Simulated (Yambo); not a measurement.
G0W0@PBEsol for BiClO (space group P4/nmm, No. 129) in Yambo. Reference settings: 4×4×2 Γ-centred k mesh, 170 bands and a 7 Ry block in the screening, 170 bands in G with the Bruneval-Gonze terminator, plasmon pole fitted at 27.2 eV. The PBEsol gap R → Z on this mesh is 2.55 eV; G0W0 gaps are taken between the same points.

The settings were changed. The gap went from 3.45 eV to 3.30 eV, and the shift of the valence edge from -0.77 eV to -0.12 eV.

Question: Which change was made?
A) wavefunctions cut at 25 Ry
B) 70 bands in G
C) no terminator
D) 70 bands in G, no terminator

Answer: D, 70 bands in G, no terminator. The others gave (gap, valence shift): no terminator: 3.40, -0.60 eV; 70 bands in G: 3.45, -0.70 eV; wavefunctions cut at 25 Ry: 3.43, -0.77 eV.

The standard potential for Bi keeps a d shell in the valence without the s and p states of that shell. In tests on such compounds this moved G0W0 gaps by up to about 0.9 eV, so absolute quasiparticle energies here are unreliable; differences between settings are what counts.

Spin-orbit coupling is not included.

Geometry of the Materials Project entry, not relaxed at this level; primitive cell a = b = 3.893 Å, c = 7.493 Å, α = β = γ = 90.00°.

A shift is the quasiparticle energy of the state minus its PBEsol energy.
